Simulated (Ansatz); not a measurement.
Input, command and steps of an Ansatz relaxation.

```yaml
crystal:
  lattice:
    - [0.0, 3.1916598912, 3.1916598912]
    - [3.1916598912, 0.0, 3.1916598912]
    - [3.1916598912, 3.1916598912, 0.0]
  atoms:
    - { symbol: K, position: [0.0, 0.0, 0.0] }
    - { symbol: Si, position: [0.25, 0.25, 0.25] }
    - { symbol: Si, position: [0.75, 0.75, 0.75] }
basis:
  ecutwfc: 420
kpoints:
  mp_grid: { grid: [6, 6, 6] }
hamiltonian:
  xc: pbe
scf:
  occupations: { method: gaussian, width: 0.1 }
  lower_state_search: "off"
output:
  forces: true
  stress: true
  eigenvalues: true
relax:
  adjacent_minimum: "off"
  f_tol: 0.04
  max_steps: 70
  cell: { stress_tol: 0.4 }
```

```bash
ansatz run input.yaml --threads 1 --pin off --max-ram 2560MiB --backend cpu --events-out ev --progress --plain --runs-dir out
```

Theory: DFT PBE, scalar-relativistic, plane waves, PAW in Ansatz.

Of 5 frames 5 are shown, positions in Å and forces in eV/Å; the SCF threshold varies from step to step. Steps run on the plane waves of an earlier cell, with a Pulay correction in the pressure. The basis is chosen afresh for the last frame, the zero of the energies, and at times for earlier ones too; energy and pressure step there, also at an unchanged geometry.

```xyz
3
Lattice="0.0000 3.1917 3.1917 3.1917 0.0000 3.1917 3.1917 3.1917 0.0000" Properties=species:S:1:pos:R:3:forces:R:3 pbc="T T T" step=1 free_energy_over_end_meV_per_atom=158.13 pressure_GPa=9.57
K     0.0000    0.0000    0.0000    0.0000    0.0000    0.0000
Si    1.5958    1.5958    1.5958    0.0000    0.0000    0.0000
Si    4.7875    4.7875    4.7875    0.0000    0.0000    0.0000
3
Lattice="0.0000 3.3473 3.3473 3.3473 0.0000 3.3473 3.3473 3.3473 0.0000" Properties=species:S:1:pos:R:3:forces:R:3 pbc="T T T" step=2 free_energy_over_end_meV_per_atom=30.47 pressure_GPa=3.32
K     0.0000    0.0000    0.0000    0.0000    0.0000    0.0000
Si    1.6736    1.6736    1.6736    0.0000    0.0000    0.0000
Si    5.0209    5.0209    5.0209    0.0000    0.0000    0.0000
3
Lattice="0.0000 3.4434 3.4434 3.4434 0.0000 3.4434 3.4434 3.4434 0.0000" Properties=species:S:1:pos:R:3:forces:R:3 pbc="T T T" step=3 free_energy_over_end_meV_per_atom=3.54 pressure_GPa=0.75
K     0.0000    0.0000    0.0000    0.0000    0.0000    0.0000
Si    1.7217    1.7217    1.7217    0.0000    0.0000    0.0000
Si    5.1651    5.1651    5.1651    0.0000    0.0000    0.0000
3
Lattice="0.0000 3.4736 3.4736 3.4736 0.0000 3.4736 3.4736 3.4736 0.0000" Properties=species:S:1:pos:R:3:forces:R:3 pbc="T T T" step=4 free_energy_over_end_meV_per_atom=1.68 pressure_GPa=0.11
K     0.0000    0.0000    0.0000    0.0000    0.0000    0.0000
Si    1.7368    1.7368    1.7368    0.0000    0.0000    0.0000
Si    5.2104    5.2104    5.2104    0.0000    0.0000    0.0000
3
Lattice="0.0000 3.4736 3.4736 3.4736 0.0000 3.4736 3.4736 3.4736 0.0000" Properties=species:S:1:pos:R:3:forces:R:3 pbc="T T T" step=5 free_energy_over_end_meV_per_atom=0.00 pressure_GPa=0.18
K     0.0000    0.0000    0.0000    0.0000    0.0000    0.0000
Si    1.7368    1.7368    1.7368    0.0000    0.0000    0.0000
Si    5.2104    5.2104    5.2104    0.0000    0.0000    0.0000
```

The start puts this composition into another compound's structure type, which needn't suit it. At the end the space group is Fm-3m (tolerance 0.05 Å).

Time: 6.1 s on 1 thread of Arm Neoverse V1, with other jobs on the host, peak memory 0.32 GiB.

The k mesh is coarse.